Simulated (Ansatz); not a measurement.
**Si with Mn replacing Si: gradients before and after relaxing the atoms**

Start: a supercell of Si (diamond type, Fd-3m) built from an entry of the Crystallography Open Database (COD) (the entry's cell lengths or inner coordinates differ somewhat from later room-temperature determinations), with all atoms left at the host's positions.

```cif
data_MnSi53
_symmetry_space_group_name_H-M 'F-43m'
_symmetry_Int_Tables_number 216
_cell_length_a 16.2814
_cell_length_b 16.2814
_cell_length_c 16.2814
_cell_angle_alpha 90.000
_cell_angle_beta 90.000
_cell_angle_gamma 90.000
loop_
_atom_site_label
_atom_site_type_symbol
_atom_site_symmetry_multiplicity
_atom_site_Wyckoff_symbol
_atom_site_fract_x
_atom_site_fract_y
_atom_site_fract_z
Mn Mn 4 d 0.2500 0.7500 0.2500
Si2 Si 48 h 0.4167 0.7500 0.4167
Si5 Si 16 e 0.5833 0.5833 0.4167
Si9 Si 16 e 0.9167 0.4167 0.5833
Si15 Si 24 g 0.7500 0.4167 0.7500
Si28 Si 16 e 0.1667 0.8333 0.1667
Si30 Si 24 f 0.5000 0.8333 0.5000
Si32 Si 48 h 0.5000 0.6667 0.3333
Si41 Si 4 b 0.5000 0.5000 0.5000
Si45 Si 16 e 0.8333 0.3333 0.6667
```

One atom of each set is listed; the run and its k-mesh use a cell of 54 atoms with edges of 11.51, 11.51, 11.51 Å.

Computed with Ansatz: DFT, PBE, plane waves and PAW, scalar-relativistic, collinear spin, 420 eV cutoff, Γ-centred 2×2×2 k-points, Fermi–Dirac smearing 0.01 eV, cell charge -2. Start moments as typed (μB): 5 on each Mn, none on the rest.

The largest force at the start is 0.16 eV/Å. Relaxing the ions at fixed cell moves them by 0.014 Å at most (atom 10, Si) and 0.009 Å rms.

```
site  moved (Å)              first shell before               first shell after  V_zz before (10²¹ V/m²)  η before
  Mn      0.000                  4 Si at 2.35 Å                  4 Si at 2.34 Å                     0.00         –
 Si2      0.014                  4 Si at 2.35 Å             4 Si at 2.34–2.35 Å                    -0.35      0.79
 Si5      0.006                  4 Si at 2.35 Å             4 Si at 2.35–2.36 Å                     0.13      0.00
 Si9      0.005                  4 Si at 2.35 Å                  4 Si at 2.35 Å                     0.13      0.00
Si15      0.004                  4 Si at 2.35 Å                  4 Si at 2.35 Å                    0.067      0.44
Si28      0.011  1 Mn at 2.35 Å, 3 Si at 2.35 Å  1 Mn at 2.34 Å, 3 Si at 2.34 Å                    -2.51      0.00
Si30      0.007                  4 Si at 2.35 Å                  4 Si at 2.35 Å                    -0.35      0.27
Si32      0.009                  4 Si at 2.35 Å                  4 Si at 2.35 Å                     0.15      0.37
Si45      0.003                  4 Si at 2.35 Å                  4 Si at 2.35 Å                   -0.010      0.00
```

**Question.** How do the gradients change?

**Answer.** 

```json
{"site": "Mn", "V_zz after": "0.00", "η after": "–", "change of V_zz": "0.00"}
{"site": "Si2", "V_zz after": "-0.41", "η after": "0.47", "change of V_zz": "-0.06"}
{"site": "Si5", "V_zz after": "0.15", "η after": "0.00", "change of V_zz": "+0.02"}
{"site": "Si9", "V_zz after": "0.15", "η after": "0.00", "change of V_zz": "+0.02"}
{"site": "Si15", "V_zz after": "0.11", "η after": "0.58", "change of V_zz": "+0.04"}
{"site": "Si28", "V_zz after": "-2.56", "η after": "0.00", "change of V_zz": "-0.05"}
{"site": "Si30", "V_zz after": "-0.35", "η after": "0.05", "change of V_zz": "0.00"}
{"site": "Si32", "V_zz after": "0.20", "η after": "0.55", "change of V_zz": "+0.05"}
{"site": "Si45", "V_zz after": "-0.045", "η after": "0.00", "change of V_zz": "-0.04"}
```

The largest change of V_zz is on Si2, from -0.35 to -0.41. In per cent, |V_zz| changes by +2 on Si (all sites that start above 2). Where |V_zz| stays above 0.1 and the axes keep their order, η moves most on Si2, from 0.79 to 0.47. On Si30 V_xx and V_yy change places (or their axes turn by over 50°), so the two values of η hide a larger change. Other sites without a gradient aren't listed.

The defect repeats with the cell of 54 atoms, so it feels its images: sites between two images don't show the values beside a lone defect, and zeros or small values of η there can come from the images' arrangement. A uniform background compensates the cell's charge. The defect cell has no gap above 0.1 eV on its mesh, so the values can hang on the smearing and the k-mesh.
Before: The neighbours have not yet relaxed around the defect (largest force 0.16 eV/Å), so a real crystal will differ.
After: The relaxation keeps the site symmetry -43m of the start, so the impurity can't leave its site; a distortion that would localise the partly filled state isn't explored.
